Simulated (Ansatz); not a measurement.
Relaxed Re (hcp, Mg type):

```xyz
2
Lattice="2.7751 0.0000 0.0000 -1.3876 2.4033 0.0000 0.0000 0.0000 4.4830" Properties=species:S:1:pos:R:3 pbc="T T T"
Re     0.0000     1.6022     3.3622
Re     1.3876     0.8011     1.1207
```

In this cell atom 2 (Re, nearest neighbour Re at 2.755 Å; its periodic images, 2.8 Å or more away, move with it) is moved by s along Cartesian [110], unit vector (0.707, 0.707, 0.000); all other atoms and the cell stay fixed.

The numbers are results of PBE (plane waves to 420 eV, PAW, scalar-relativistic; Ansatz, a quantum-chemistry and plane-wave program), not measurements. k mesh 15×15×9 (Γ-centred), Fermi-Dirac smearing 0.05 eV. The energy includes the smearing's −TS. With partly filled bands, energies and forces of such displacements shift with the k mesh and the smearing. Re is run without spin polarisation. Re was relaxed with its symmetry unable to fall. Spin-orbit coupling is left out, though Re is heavy. The zero of ΔE is the undisplaced structure. The last digit holds for this mesh only.

```csv
s (Å),ΔE (meV/cell)
-0.280,164.9
-0.224,109.6
-0.168,64.3
-0.112,29.8
-0.056,7.6
0.000,0.0
0.056,7.4
0.112,29.2
0.168,64.7
0.224,withheld
0.280,175.1
```

Problem. Fit a polynomial form (powers 2, 3, 4) to the given rows and predict ΔE at s = 0.224.

Solution. Least squares on the 10 given rows: ΔE = (2359)·s² + (223.4)·s³ + (-2434)·s⁴, in meV/cell with s in Å; root-mean-square residual 0.51 meV/cell. At 0.224 the fit gives 114.7 meV/cell; the calculation gives 113.5 meV/cell, so the interpolation is off by 1.2 (+1.1 %). The quadratic term alone would give 118.4 meV/cell.

(A displaced cell: forces are minus the slopes of the energy, force constants its curvatures, and phonons follow from these.)
